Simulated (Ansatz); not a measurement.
KI (rock salt, Fm-3m), plane-wave PAW r²SCAN (Ansatz code). The conduction-band minimum lies at Γ, with 1 equivalent valley. Second derivatives d²E/dk² of the lowest band at one valley (eV·Å²), along Cartesian directions:

```json
[
 {"direction": "[100]", "d²E/dk²": "22.51"},
 {"direction": "[010]", "d²E/dk²": "22.51"},
 {"direction": "[001]", "d²E/dk²": "22.51"},
 {"direction": "[110]", "d²E/dk²": "22.51"},
 {"direction": "[101]", "d²E/dk²": "22.51"},
 {"direction": "[011]", "d²E/dk²": "22.51"}
]
```

**Question.** Find the principal effective masses, the density-of-states mass and the conductivity mass.

**Answer.** Off-diagonal terms follow from H_xy = H[110] − (H_xx + H_yy)/2, and m*/mₑ = 7.620 eV·Å² over each eigenvalue: 0.34, 0.34, 0.34. One valley's DOS mass (m₁m₂m₃)^(1/3) = 0.34, conductivity mass 3/(Σ 1/mᵢ) = 0.34 mₑ.

**Question.** What effective density of states Nc follows at 300 K for parabolic valleys?

**Answer.** Nc = 2.509e19 × 1 × (0.34)^(3/2) ≈ 5.0e18 cm⁻³.

**Question.** With the computed static dielectric constant 5.00 (mean of the diagonal), estimate a hydrogenic donor's binding energy and radius.

**Answer.** E = 13.606 eV × 0.34/5.00² ≈ 190 meV; a = 0.529 Å × ε/m* ≈ 7.8 Å. Semilocal masses tend to be too small where the gap is.

**Question.** With ε∞ = 2.73 and ω_LO = 137 cm⁻¹, what Fröhlich coupling constant follows?

**Answer.** α = (1/ε∞ − 1/ε0) √(m* × 13.606 eV/ħω_LO) = 2.8.

The r²SCAN relaxation kept the symmetry of its start; of distortions, only those at the zone centre were tested. Spin–orbit coupling is left out wherever it is not named.

Potentials: the later of the program's two PAW sets.
